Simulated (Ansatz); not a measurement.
Input file for Ansatz (a quantum-chemistry and plane-wave program):

Ansatz 0.2 input:
```yaml
crystal:
  lattice:
    - [4.0421953928, 0.0, 0.0]
    - [0.0, 4.0421953928, 0.0]
    - [0.0, 0.0, 2.8216901969]
  atoms:
    - { symbol: Al, position: [0.5, 0.0, 0.5] }
    - { symbol: Al, position: [0.0, 0.5, 0.5] }
    - { symbol: Cu, position: [0.0, 0.0, 0.0] }
kpoints:
  mp_grid: { grid: [10, 10, 14] }
hamiltonian:
  xc: lda
  pseudopotentials: { kind: paw }
scf:
  occupations: { method: fermi_dirac, width: 0.1 }
phonons:
  method: dfpt
  response_accuracy: low
  eigenvectors: true
  rigid_motions: translations
```

Output (shortened):

```
Pseudopotential: Al, paw, valence charge 3
Pseudopotential: Cu, paw, valence charge 19
Functional definition: SPW92
Crystal: 3 atoms, lattice volume = 46.105 Å³
Basis set: ecut = 420 eV, 913 PW (Γ), exchange–correlation on 60×60×40 points (8 copies of the dense FFT grid, shifted against one another)
Bands: 17, of which v1, the nominal top of the filled ones, is band 13 counted from 1 (12 counted from 0)
Symmetry: 16 space group operations
k-points: 288 of 1400 (irreducible under 8 space group operations)
SCF iter   1: F=—  HF=-7581.653081 eV  |F-HF|=—  |Δ(HF+E_count)|=         —  Δρ=1.48e-2  dr2=5.08e-2  ethr=1.77e-3  ⟨swp⟩=5.2  Hψ=25159  notcnv=0
preconditioner: auto → Kerker (q_TF=auto, 2.464 Å⁻¹)
SCF iter   2: F=—  HF=-7581.643151 eV  |F-HF|=—  |Δ(HF+E_count)|=   9.93e-3  Δρ=2.08e-3  dr2=2.00e-3  ethr=2.03e-4  ⟨swp⟩=2.0  Hψ=10347  notcnv=0
SCF iter   3: F=—  HF=-7581.642399 eV  |F-HF|=—  |Δ(HF+E_count)|=   7.53e-4  Δρ=1.88e-3  dr2=1.12e-3  ethr=7.99e-6  ⟨swp⟩=2.0  Hψ=6646  notcnv=0
SCF iter   4: F=—  HF=-7581.642083 eV  |F-HF|=—  |Δ(HF+E_count)|=   3.16e-4  Δρ=4.65e-4  dr2=1.08e-4  ethr=4.49e-6  ⟨swp⟩=1.0  Hψ=4997  notcnv=0
SCF iter   5: F=—  HF=-7581.642041 eV  |F-HF|=—  |Δ(HF+E_count)|=   4.21e-5  Δρ=6.22e-5  dr2=3.61e-6  ethr=4.31e-7  ⟨swp⟩=2.1  Hψ=6399  notcnv=0
SCF iter   6: F=—  HF=-7581.642042 eV  |F-HF|=—  |Δ(HF+E_count)|=   9.36e-7  Δρ=2.36e-5  dr2=4.62e-7  ethr=1.44e-8  ⟨swp⟩=2.4  Hψ=7170  notcnv=0
SCF iter   7: F=—  HF=-7581.642042 eV  |F-HF|=—  |Δ(HF+E_count)|=   7.96e-7  Δρ=6.23e-6  dr2=2.70e-8  ethr=1.85e-9  ⟨swp⟩=2.4  Hψ=7045  notcnv=0
SCF iter   8: F=—  HF=-7581.642042 eV  |F-HF|=—  |Δ(HF+E_count)|=  7.31e-10  Δρ=1.42e-6  dr2=1.02e-9  ethr=1.08e-10  ⟨swp⟩=2.3  Hψ=7318  notcnv=0
SCF iter  10: F=-7581.642042 eV  HF=-7581.642042 eV  |F-HF|=2.73e-12  |Δ(HF+E_count)|=  9.09e-13  Δρ=3.07e-8  dr2=5.18e-13  ethr=1.00e-12  ⟨swp⟩=5.0  Hψ=18338  notcnv=0
SCF 1 converged in 10 iterations: F = -7581.642042 eV  dr2 = 5.18e-13
DFPT response loops at Γ: preconditioner auto → Kerker (q_TF=auto, 2.464 Å⁻¹) (partly filled bands, converged f_vac=0.000) …
SCF converged after 10 iterations
Free energy (F): -7581.642042 eV
Harris-Foulkes:  -7581.642042 eV  (|F-HF|=2.73e-12)
Internal energy: -7581.614351 eV  (E = F + TS)
E sigma→0 (E₀):  -7581.628197 eV
Entropy (-TS):   -0.027691 eV (-9.230 meV/atom)
Fermi energy:    9.774808 eV
--- Per-component energies (eV) ---
  E_band       = -488.120079
  E_kinetic    = 348.280404
  E_local      = -6122.869244  (includes V_loc(G=0)·N_el)
  E_nonlocal   = 410.706343
  E_hartree    = 2751.968599
  E_xc         = -169.479550
  E_vxc        = -176.404511  (∫ρ·V_xc dr)
  E_paw        = -2475.328102  (= ΣΔE_a)
  E_vpaw       = -451.770479  (= ΣTr[D̂ρ^β])
  E_aug_tail   = 0.000187  (compensation charges beyond the density's cutoff)
  E_ewald      = -2325.454081
  E_core_change = 0.561093  (= ΣΔE_core)
  E_smearing   = -0.027691  (= −TS)
  E_closure    =  0.000000  (closes the sum)
  Σ components = -7581.642042   (vs F -7581.642042, Δ=0.00e0)
  [band-id]    e_kinetic+e_local+e_nonlocal+2·e_hartree+e_vxc+e_vpaw+e_augmentation_tail = -488.120102   (vs E_band -488.120079, Δ=-2.31e-5)
--- Band table (eV; the first three rows and the last of 288) ---
  k-point 0: bands = ["-103.6277", "-61.4359", "-61.4359", "-61.4118", "-1.1133", "4.0832", "4.5860", "5.3130", "5.5372", "5.5372", "7.2675", "7.2675", "9.7823", "10.6093", "16.0587", "16.0587", "16.1471"]
  k-point 1: bands = ["-103.6277", "-61.4359", "-61.4359", "-61.4127", "-1.0159", "4.1160", "4.6254", "5.3231", "5.4358", "5.4358", "7.4462", "7.4462", "9.8358", "10.6676", "14.5833", "16.1448", "16.1448"]
  k-point 2: bands = ["-103.6275", "-61.4357", "-61.4357", "-61.4151", "-0.7249", "4.2084", "4.7329", "5.2126", "5.2126", "5.3514", "7.9035", "7.9035", "9.9996", "10.8361", "12.6402", "16.3937", "16.3937"]
  k-point 287: bands = ["-103.6267", "-61.4346", "-61.4346", "-61.4294", "3.9441", "3.9441", "5.2554", "5.3063", "5.6790", "6.1812", "7.4214", "7.4214", "8.8675", "8.9092", "9.8870", "9.8870", "12.2023"]
--- Phonons (Γ-DFPT): 5 representative perturbations + reference, on 288 of 1400 k-points (Σ response iterations 14) ---
  ASR residual: 4.179e-4 → 0.000e0 eV/Å²; symmetrization residual: 2.018e-5 eV/Å²
  ASR residual per site (eV/Å²): 3.21e-5 3.21e-5 4.18e-4
  Γ frequencies (cm⁻¹): 0.00 0.00 0.00 153.60 153.60 185.95 240.78 359.49 359.49
  non-analytic LO–TO correction: not included (Born effective charges unavailable; polar crystals: no LO–TO splitting at Γ)
```

Cost: about 90 core-seconds (a rough figure) on shared cores.

Space group P4/mmm. The workflow started from a Materials Project entry (that database holds measured and hypothetical structures alike); the Crystallography Open Database copy checked does not list it. It is not the phase usual at ambient conditions (space group No. 140). Symmetry was held in the LDA relaxation; its stability against distortions is not shown here. The run is not spin-polarised. As this level gives no gap, phonon frequencies hold no LO–TO term and depend on the k-mesh and smearing (Fermi–Dirac, 0.1 eV here).

Potentials: the later of the program's two PAW sets.

Ansatz is a plane-wave DFT program.
